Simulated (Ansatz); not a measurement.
This Nb₃C₂ structure is the end of a relaxation. The cell was found from a structure generator's guess, not taken from experiment.

Theory: Ansatz 0.2.0, DFT PBE, scalar-relativistic, plane waves, PAW. Cutoff 420 eV, Γ-centred mesh, Gaussian smearing, no spin polarisation.

```
Nb C
1.0
     2.21615   -6.61287    0.00000
     2.21615    6.61287    0.00000
     0.00000    0.00000    4.47783
Nb C
6 4
Direct
  0.83737 0.16263 0.50000
  0.50000 0.50000 0.50000
  0.33126 0.66874 0.00000
  0.16263 0.83737 0.50000
  0.00000 0.00000 0.00000
  0.66874 0.33126 0.00000
  0.83307 0.16693 0.00000
  0.50000 0.50000 0.00000
  0.00000 0.00000 0.50000
  0.16693 0.83307 0.00000
```

Energies over the elements count from the elements' standard structures at the same level, with no fitted energy shifts.

**Question.** Find its symmetry and describe it.

**Answer.** Cmmm (No. 65). Conventional cell: a = 4.432 Å, b = 13.226 Å, c = 4.478 Å. Around Nb on a site of symmetry m2m lie 3 C at 2.15–2.24 Å; Nb on a site of symmetry mmm is surrounded by 4 C at 2.22–2.24 Å; Nb on a second site of symmetry m2m is surrounded by 4 C at 2.17–2.23 Å; around C on a site of symmetry m2m lie 6 Nb at 2.17–2.24 Å; 3 more sites not described.

**Question.** What is its formation energy per atom?

**Answer.** −0.42 eV/atom. Whether it is stable depends on the other phases of the system, which aren't compared here.

**Question.** Is it a metal?

**Answer.** Yes, bands cross the Fermi level on the 10×10×8 mesh.

The last run used a 10×10×8 mesh (in the run's order of axes) for its 10-atom cell and Gaussian smearing of 0.10 eV. The reference form of C is held partly by dispersion forces, which this level lacks. This cell was reached by moving the atoms of another relaxed cell at random and relaxing again, last within the group found; it had no such test of its own.
